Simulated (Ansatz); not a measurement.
Guessed and relaxed cells of SiWSN₂

A trial structure of SiWSN₂ was built thus: ordered mixture on the anion sites of perovskite (P4/mmm, No. 123) (occupants of the shared sites, in ratio, S: 1, N: 2). Its size is a rough estimate.

start.xyz

```xyz
5
Lattice="3.9753 0.0000 0.0000 0.0000 3.9753 0.0000 0.0000 0.0000 3.9753" Properties=species:S:1:pos:R:3 pbc="T T T"
Si    0.0000    0.0000    0.0000
W     1.9877    1.9877    1.9877
S     0.0000    0.0000    1.9877
N     1.9877    0.0000    0.0000
N     0.0000    1.9877    0.0000
```

These are results of DFT PBE, scalar-relativistic, plane waves, PAW in Ansatz, not measurements. Cutoff 420 eV, Gaussian smearing, Γ-centred meshes. Cell and atoms relax first on a coarse mesh and then on a finer one. In between, the cell is made exact in the group found at 0.06 Å. In metals the finer mesh still leaves noise of several meV/atom or more. The steps can't lower the symmetry of their start. No spin polarisation.

end.xyz

```xyz
5
Lattice="3.5502 0.0000 0.0000 0.0000 3.5502 0.0000 0.0000 0.0000 4.5847" Properties=species:S:1:pos:R:3 pbc="T T T"
Si    0.0000    0.0000    0.0000
W     1.7751    1.7751    2.2924
S     0.0000    0.0000    2.2924
N     1.7751    0.0000    0.0000
N     0.0000    1.7751    0.0000
```

The symmetry stays P4/mmm (No. 123). The volume per atom shrinks by 8.0 %, from 12.6 to 11.6 Å³. The shortest distance goes from 1.99 Å (Si–N and Si–S) to 1.78 Å (Si–N). The ratio c/a of the conventional cell changes by a factor of 1.29. The energy falls by about 0.37 eV/atom (the start's value is from the coarse mesh).

```yaml
Volume_per_atom: 11.56 Å³
Density: 7.82 g/cm³
Formation_energy: +0.95 eV/atom
Gap_on_the_10×10×8_mesh_of_the_5-atom_cell: 0 eV (a metal)
```

Formation energies are uncorrected and refer to the elements' standard structures at the same level (N₂ as a molecule). It can't be a ground state, since the elements alone are lower.

The last run used Gaussian smearing of 0.10 eV. Spin–orbit coupling, which can matter for W, is left out. The reference form of S is held partly by dispersion forces, which this level lacks. A structure relaxed within its symmetry needn't be a true minimum. In all, the 4 runs took 94 s on 1 thread of Intel(R) Xeon(R) Platinum 8488C (Sapphire Rapids) (shared host).
